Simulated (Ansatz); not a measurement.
Several occupations of a wurtzite lattice at one composition, 3 Zn, 5 Be, 4 Mg; 12 S. Sites, in fractions of the cell 5.450 3.147 0.000; 0.000 6.293 5.886; 5.450 -3.147 5.886 Å:

| cell | sites |
| --- | --- |
| all | Be (0.67 1.00 0.00), S (0.39 0.27 0.61), S (0.39 0.61 0.27), S (0.39 0.94 0.94), S (0.48 0.19 0.19), S (0.48 0.52 0.86), S (0.48 0.86 0.52), S (0.89 0.11 0.77), S (0.89 0.44 0.44), S (0.89 0.77 0.11), S (0.98 0.02 0.36), S (0.98 0.36 0.02), S (0.98 0.69 0.69), Zn (0.58 0.08 0.42) |
| 1 | Be (0.08 0.25 0.25), Be (0.17 0.50 0.50), Be (0.17 0.83 0.17), Be (0.67 0.67 0.33), Mg (0.08 0.58 0.92), Mg (0.58 0.42 0.08), Mg (0.58 0.75 0.75), Mg (0.67 0.33 0.67), Zn (0.08 0.92 0.58), Zn (0.17 0.17 0.83) |
| 2 | Be (0.08 0.25 0.25), Be (0.08 0.92 0.58), Be (0.17 0.50 0.50), Be (0.58 0.42 0.08), Mg (0.17 0.17 0.83), Mg (0.17 0.83 0.17), Mg (0.58 0.75 0.75), Mg (0.67 0.67 0.33), Zn (0.08 0.58 0.92), Zn (0.67 0.33 0.67) |
| 3 | Be (0.08 0.58 0.92), Be (0.17 0.83 0.17), Be (0.58 0.42 0.08), Be (0.58 0.75 0.75), Mg (0.08 0.92 0.58), Mg (0.17 0.17 0.83), Mg (0.17 0.50 0.50), Mg (0.67 0.33 0.67), Zn (0.08 0.25 0.25), Zn (0.67 0.67 0.33) |

Each was relaxed without symmetry on coarser meshes and computed once more. The calculation used DFT PBE, scalar-relativistic, plane waves, PAW in Ansatz 0.2.0.

Cutoff 420 eV; k points 4×3×3 on the computed 24-atom cell (Γ-centred); Gaussian smearing, width 0.02 eV; no spin polarisation.

Warren–Cowley parameters of the first shell of the sublattice with most elements (negative: unlike neighbours preferred):
```json
{"cell": "1", "Be-Mg": "0.00", "Be-Zn": "-0.07", "Mg-Zn": "0.00"}
{"cell": "2", "Be-Mg": "-0.15", "Be-Zn": "-0.27", "Mg-Zn": "-0.08"}
{"cell": "3", "Be-Mg": "0.05", "Be-Zn": "0.00", "Mg-Zn": "-0.08"}
```

Forces of up to 0.03 eV/Å remain on the final mesh.

Task: Which occupation is lowest in energy, and by how much?

Result: Cell 2.
```
cell E − E(lowest) (meV/atom) V (Å³/atom) gap on mesh (eV)
   2                       0.0        18.48              3.44
   3                      15.6        18.51              3.38
   1                      19.9        18.52              3.34
```

An odd mesh misses points on the zone edge, so a gap read on it can be too wide.

Cost: 6 runs of about 7.7 core-minutes in all (earlier runs that led there not counted), on Intel Xeon 6975P-C (Granite Rapids) (shared hosts).